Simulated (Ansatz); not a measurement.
The relaxed structure here is a generated cell of Rh: the first start was made by placing the elements on the sites of a structure type, and the end was not matched to a known phase here, so it may be hypothetical. Known forms of Rh include space group No. 225.

A relaxed cell of Rh (Fd-3m (No. 227)), relaxed on a k-mesh at least as fine as the one used below. The numbers are results of PBEsol (plane waves to 420 eV, PAW, scalar-relativistic; Ansatz, a quantum-chemistry and plane-wave program), not measurements. Γ-centred k-mesh 10×5×10 on the run's cell (coarser than for final values), Fermi–Dirac smearing 0.05 eV.

```
Rh
1.0
    0.00000     2.71646     2.71646
    5.43292     0.00000     5.43292
    2.71646     2.71646     0.00000
Rh
4
Direct
  0.75000   0.37500   0.75000
  0.75000   0.87500   0.75000
  0.50000   0.25000   0.50000
  0.50000   0.75000   0.50000
```

Every atom was then displaced, and the forces became (eV/Å):

```json
[
 {"atom": "Rh1", "Fx": "-0.22", "Fy": "-0.86", "Fz": "-0.48"},
 {"atom": "Rh2", "Fx": "-1.58", "Fy": "-2.20", "Fz": "2.30"},
 {"atom": "Rh3", "Fx": "0.41", "Fy": "0.62", "Fz": "0.68"},
 {"atom": "Rh4", "Fx": "1.39", "Fy": "2.44", "Fz": "-2.50"}
]
```

Problem. Which atom was moved farthest relative to the others, and in which direction?

Solution. Rh4, by (-0.04, -0.15, 0.08) Å (0.17 Å, mean shift removed); the next is Rh1 with 0.13 Å. Its force makes an angle of 162° with its move.

All displacements (Å):

```csv
atom,ux,uy,uz
Rh1,0.049,0.099,0.100
Rh2,-0.046,0.026,-0.087
Rh3,-0.037,0.051,0.000
Rh4,-0.065,-0.138,0.115
```

Problem. Estimate the energy cost of the displacement in the harmonic approximation and compare with the calculation.

Solution. For a harmonic well ΔE = −½ Σ F·u = 0.513 eV a cell, or 128 meV/atom. The calculated energy relative to the undisplaced cell is +0.12 eV/atom, so the harmonic estimate holds well.

The undisplaced cell is probably no minimum: from this displacement the run went on to C2/m (No. 12), 1.14 eV/atom below it.

No spin polarisation in the result.
